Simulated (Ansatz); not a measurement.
Tc:
```yaml
crystal:
  lattice:
    - [2.73656, 0.00000, 0.00000]
    - [-1.36828, 2.36993, 0.00000]
    - [0.00000, 0.00000, 4.38074]
  atoms:
    - { symbol: Tc, position: [0.33333, 0.66667, 0.75000] }
    - { symbol: Tc, position: [0.66667, 0.33333, 0.25000] }
```

This is the r²SCAN-relaxed structure.

### Question
All from the program Ansatz at the r²SCAN level (PAW), unless another level is named. Predict the bulk modulus (Birch–Murnaghan fit).

### Answer
319 GPa.

### Question
Predict the highest zone-centre frequency.

### Answer
131 cm⁻¹.

Space group P6_3/mmc (hcp (Mg type)). Symmetry was held in the r²SCAN relaxation. At this level the phase is dynamically unstable (imaginary phonons). The run is not spin-polarised. As this level gives no gap, phonon frequencies hold no LO–TO term and depend on the k-mesh and smearing (Fermi–Dirac, 0.1 eV here).

Potentials: the later of the program's two PAW sets.
